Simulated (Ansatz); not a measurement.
Si₃N₄:
```xyz
14
Lattice="0.0000 3.8650 3.8650 3.8650 0.0000 3.8650 3.8650 3.8650 0.0000" Properties=species:S:1:pos:R:3 pbc="T T T"
Si     2.8987     2.8987     4.8312
Si     2.8987     4.8312     2.8987
Si     4.8312     4.8312     4.8312
Si     4.8312     2.8987     2.8987
Si     1.9325     1.9325     1.9325
Si     0.0000     0.0000     0.0000
N      6.7063     6.7063     6.7063
N      2.9562     4.7738     4.7738
N      4.8887     4.8887     6.7063
N      4.7738     2.9562     4.7738
N      6.7063     4.8887     4.8887
N      2.9562     2.9562     2.9562
N      4.8887     6.7063     4.8887
N      4.7738     4.7738     2.9562
```

Relaxed with r²SCAN. Independent-particle spectrum: no excitons, no local fields, no scissors shift; 0.1 eV broadening; ε₁ of the summed bands alone.

Problem. Tabulate the dielectric function from DFT-r²SCAN in the program Ansatz with PAW potentials.

Solution. 

```
E (eV)  ε₁ xx  ε₂ xx
------  -----  -----
0.0      4.78   0.00
0.4      4.78   0.00
0.8      4.80   0.00
1.2      4.83   0.00
1.6      4.87   0.00
2.0      4.92   0.00
2.4      4.99   0.00
2.8      5.07   0.00
3.2      5.17   0.00
3.6      5.30   0.00
4.0      5.46   0.00
4.4      5.66   0.01
4.8      5.91   0.04
5.2      6.20   0.09
5.6      6.56   0.16
6.0      7.04   0.32
6.4      7.68   0.54
6.8      8.30   1.30
7.2      8.77   2.08
7.6      9.04   3.14
8.0      8.95   4.67
8.4      8.07   5.61
8.8      7.40   5.39
9.2      8.24   6.31
9.6      7.57   7.85
10.0     5.86   9.30
10.4     4.94   8.74
10.8     3.79  10.54
11.2    -0.06   9.84
11.6     0.26   7.93
12.0     0.48   7.34
```

With all bands, ε∞ without local fields is 4.89. DFPT, with local fields, gives 4.91.

Space group Fd-3m. Symmetry was held in the r²SCAN relaxation; of distortions, only those at the zone centre were tested.

Potentials: the earlier of the program's two PAW sets.
